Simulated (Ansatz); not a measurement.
# Perovskite alloy of SrTiO3 and SrZrO3 (6 of 8 Ti sites exchanged), 40 atoms

Ansatz, PAW, plane waves. PBEsol relaxation of volume and atoms (shape held) at the single k point (¼, ¼, ¼) without its symmetry partners; single points on the relaxed atoms at the single k point (¼, ¼, ¼) without its symmetry partners, onto which points of the small cell's zone fold. Arrangement: unlike neighbours preferred. No spin–orbit coupling unless named.

Relaxed structure:

```cif
data_structure
_symmetry_space_group_name_H-M 'P 1'
_symmetry_Int_Tables_number 1
_cell_length_a 8.0794
_cell_length_b 8.0794
_cell_length_c 8.0794
_cell_angle_alpha 90.000
_cell_angle_beta 90.000
_cell_angle_gamma 90.000
_cell_volume 527.40
loop_
_atom_site_label
_atom_site_type_symbol
_atom_site_fract_x
_atom_site_fract_y
_atom_site_fract_z
_atom_site_occupancy
Sr1 Sr 0.98518 0.00108 0.01917 1
Sr2 Sr 0.98818 0.99979 0.50931 1
Sr3 Sr 0.01681 0.50040 0.00204 1
Sr4 Sr 0.00760 0.50032 0.47951 1
Sr5 Sr 0.49233 0.99907 0.02073 1
Sr6 Sr 0.48312 0.99900 0.49824 1
Sr7 Sr 0.51177 0.49961 0.99096 1
Sr8 Sr 0.51477 0.49835 0.48107 1
Zr1 Zr 0.24996 0.24971 0.25012 1
Zr2 Zr 0.24998 0.24970 0.75013 1
Zr3 Zr 0.24997 0.74969 0.75015 1
Zr4 Zr 0.74997 0.24971 0.75012 1
Zr5 Zr 0.74999 0.74971 0.25012 1
Zr6 Zr 0.74997 0.74970 0.75012 1
Ti1 Ti 0.24998 0.74971 0.25015 1
Ti2 Ti 0.74995 0.24969 0.25012 1
O1 O 0.28140 0.28757 0.00111 1
O2 O 0.21858 0.21182 0.49914 1
O3 O 0.27752 0.71643 0.00888 1
O4 O 0.22240 0.78298 0.49133 1
O5 O 0.72011 0.21510 0.00924 1
O6 O 0.77985 0.28433 0.49102 1
O7 O 0.71740 0.78895 0.00125 1
O8 O 0.78256 0.71049 0.49899 1
O9 O 0.99279 0.26964 0.22049 1
O10 O 0.99962 0.19878 0.78043 1
O11 O 0.00739 0.73006 0.22119 1
O12 O 0.00019 0.80130 0.78022 1
O13 O 0.50717 0.22978 0.27978 1
O14 O 0.50034 0.30066 0.71983 1
O15 O 0.49255 0.76936 0.27904 1
O16 O 0.49977 0.69815 0.71998 1
O17 O 0.23612 0.99225 0.21461 1
O18 O 0.30738 0.99950 0.77494 1
O19 O 0.26382 0.50716 0.28562 1
O20 O 0.19257 0.49990 0.72529 1
O21 O 0.77307 0.00718 0.27985 1
O22 O 0.71038 0.99992 0.70348 1
O23 O 0.72690 0.49225 0.22039 1
O24 O 0.78958 0.49951 0.79677 1
```

Problem. What are the mean bond lengths by pair (pairs within 1.2 times the sum of covalent radii, less contacts 15 % beyond the pair's median; cation–cation pairs of compounds aside; long ionic contacts are cut short by that bound)?

Solution. O–Sr 2.740 ± 0.189 Å (standard deviation, 74 bonds); O–Ti 1.982 ± 0.001 Å (standard deviation, 12 bonds); O–Zr 2.084 ± 0.020 Å (standard deviation, 36 bonds).

Problem. What gap lies between the top filled and the lowest empty level in the single points?

Solution. r²SCAN 3.70 eV (39 s on 2 threads of EPYC 7R13). Away from Γ this isn't the crystal's band gap.
